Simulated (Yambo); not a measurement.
BSE-type run in Yambo on LuBrO (space group P4/nmm, No. 129), at zero momentum.

Quantum ESPRESSO step (PBEsol, PseudoDojo standard norm-conserving files, scalar-relativistic):
```
&CONTROL
  calculation = 'nscf'
  pseudo_dir = './pseudo'
  outdir = './out'
/
&SYSTEM
  ibrav = 0
  nat = 6
  ntyp = 3
  ecutwfc = 100.0
  ecutrho = 400.0
  occupations = 'fixed'
  force_symmorphic = .true.
  nbnd = 87
/
&ELECTRONS
  conv_thr = 6.000000000000001e-09
  diago_full_acc = .true.
  diago_thr_init = 1e-08
/
ATOMIC_SPECIES
O 15.9990 O.upf
Br 79.9040 Br.upf
Lu 174.9668 Lu.upf
CELL_PARAMETERS angstrom
  3.754025580000   0.000000000000   0.000000000000
  0.000000000000   3.754025580000   0.000000000000
  0.000000000000   0.000000000000   8.286000080000
ATOMIC_POSITIONS crystal
O   0.000000000000   0.000000000000   0.500000000000
O   0.500000000000   0.500000000000   0.500000000000
Br   0.500000000000   0.000000000000   0.167410456400
Br   0.000000000000   0.500000000000   0.832589543600
Lu   0.000000000000   0.500000000000   0.365357124700
Lu   0.500000000000   0.000000000000   0.634642875300
K_POINTS automatic
6 6 2 0 0 0
```

Yambo input:
```
rim_cut
optics
bse
bss
dipoles
em1s
RandQpts= 1000000
RandGvec= 1 Ry
FFTGvecs= 40 Ry
Chimod= "HARTREE"
BSKmod= "SEX"
BSEmod= "resonant"
BSSmod= "hs"
BSENGexx= 15 Ry
BSENGBlk= 3 Ry
% KfnQP_E
 1.524 | 1.0 | 1.0 |
%
% BSEQptR
 1 | 1 |
%
% BSEBands
 14 | 46 |
%
% BEnRange
 0.0 | 10.6 | eV
%
% BDmRange
 0.15 | 0.15 | eV
%
BEnSteps= 212
% BLongDir
 1.0 | 0.0 | 0.0 |
%
BSHayTrs= -0.02
BSSNEig= 24
WRbsWF
% BndsRnXs
 3 | 82 |
%
NGsBlkXs= 3 Ry
% LongDrXs
 1.0 | 1.0 | 1.0 |
%
```

From the report:

The dimension is k points × valence × conduction bands = 72 × 25 × 8 = 14400.
```
   [SLEPC] Approach                          : Krylov-Schur
   [SLEPC] Number of requested eigenvalues   :  24
   [SLEPC] Number of eigenvalues        [NEV]:  24
    [K] Dimension                                    :  14400
    [K] Bands                                        :   14   46
    [K] Exchange res                                 : yes
    [K] Correlation res                              : yes
    [K] W interaction is bare                        : no
    [K] RL vectors exchange                          :   799
    [K] RL vectors correlation                       :   65
    [W] Matrix size                                  :   65
    [W] Bands                                        :    3   82
    [W] Coulomb Cutoff                               : none
    [W] Hxc Kernel                                   : HARTREE
```

Spin-orbit coupling is not included.

Geometry relaxed with PBE+D3(BJ).
